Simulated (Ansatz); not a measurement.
One crystal and one scan (energy over volume and axial ratio) at two levels, PBE (plane waves to 420 eV, PAW, scalar-relativistic; Ansatz, a first-principles code) and PBEsol (plane waves to 420 eV, PAW, scalar-relativistic; Ansatz), each from its own relaxed cell and on its own mesh. The cell shown is that of PBE.

CsPbCl₃ (cubic perovskite)

```
CsPbCl3
1.0
    5.73560     0.00000     0.00000
    0.00000     5.73560     0.00000
    0.00000     0.00000     5.73560
Cs Pb Cl
1 1 3
Cartesian
  0.00000   0.00000   0.00000
  2.86780   2.86780   2.86780
  0.00000   2.86780   2.86780
  2.86780   2.86780   0.00000
  2.86780   0.00000   2.86780
```

Two coordinates are scanned: the volume, and the ratio of the stretch along z (the conventional c axis) to the stretch across it. Atoms keep their fractional coordinates.

The energy includes the smearing's −TS. CsPbCl3 was relaxed with its symmetry unable to fall. Spin-orbit coupling is left out, though Pb is heavy. This is a high-temperature form of CsPbCl3. Percentages come from the unrounded values.

```
quantity                                                       PBE  PBEsol     PBE − PBEsol
-----------------------------------------------------------  -----  ------  ---------------
Lattice constant a (Å)                                       5.736   5.619  +0.117 (+2.1 %)
Shear modulus C′ = (C11 − C12)/2 (fit, atoms clamped) (GPa)     20      25       -5 (-20 %)
```

PBE gives the higher value for: lattice constant a. PBE gives the lower value for: shear modulus C′. Neither level is exact: the differences show how much the result hangs on the functional.

(Under strain, the slope of the energy per volume gives the stress and its curvature an elastic modulus.)
